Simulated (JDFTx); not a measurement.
Reference run:

System: Pt(111) (Fm-3m bulk; lattice of mp-126, not re-optimised at this level), 1x1 cell of 4 atoms in 4 planes, area 6.73 Å² a face, 6.8 Å between the outermost planes in a cell 22.8 Å high; k mesh 8×8×1, Fermi width 0.01 Ha, no spin polarisation.

Reference level: PBE, GBRV ultrasoft potentials, plane waves to 20/100 Ha, in JDFTx (a modified build). Unrelaxed; liquid: linear PCM (GLSSA13), water, 1 M NaF. SHE scale: U = −μ/e − 4.44 V, by convention.

| run | F per atom, vacuum (eV) | TS per atom (eV) | k states | plane waves per k | work function (eV) | U_pzc (V) |
|---|---|---|---|---|---|---|
| run 1 | -2420.912 | 1.009 | 10 | 4427 | 5.51 | 0.85 |
| run 2 (reference) | -2420.492 | 0.332 | 10 | 4427 | 5.61 | 0.95 |
| run 3 | -2420.353 | 0.109 | 10 | 4427 | 5.66 | 1.01 |
| run 4 | -2420.316 | 0.045 | 10 | 4427 | 5.67 | 1.02 |

### Question
One setting differs between these runs. Which?
A) functional
B) plane-wave cutoffs
C) density cutoff alone
D) Fermi smearing width

### Answer
D, Fermi smearing width. The values, in order: 0.02 Ha; 0.01 Ha; 0.005 Ha; 0.003 Ha.
